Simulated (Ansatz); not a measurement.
Polymorphs of AgI, each relaxed with the program Ansatz at the HSE06 level (PAW):

A: wurtzite (P6_3mc)
a = b = 4.6804 Å, c = 7.6467 Å, α = β = 90.00°, γ = 120.00°

```
atom  site  symmetry       x       y       z
----  ----  --------  ------  ------  ------
Ag      2b       3m.  0.3333  0.6667  0.0024
I       2b       3m.  0.3333  0.6667  0.3775
```

B: rock salt (Fm-3m)
a = b = c = 6.1555 Å, α = β = γ = 90.00°

```csv
atom,site,symmetry,x,y,z
Ag,4a,m-3m,0.0000,0.0000,0.0000
I,4b,m-3m,0.5000,0.5000,0.5000
```

Q: Order them by energy per atom at 0 K (lowest first) at the level HSE06.

A: A (+0 meV/atom), B (+90 meV/atom)

Q: Give each one's gap.

A: A 2.53 eV; B 1.86 eV.

Not the usual ambient phase: B. All cells were relaxed under the symmetry of their starts (and spin orders); stability against distortions was not tested throughout. Rows with no word on spin ran without spin polarisation. Spin–orbit coupling is left out wherever it is not named.

Potentials: the earlier of the program's two PAW sets.
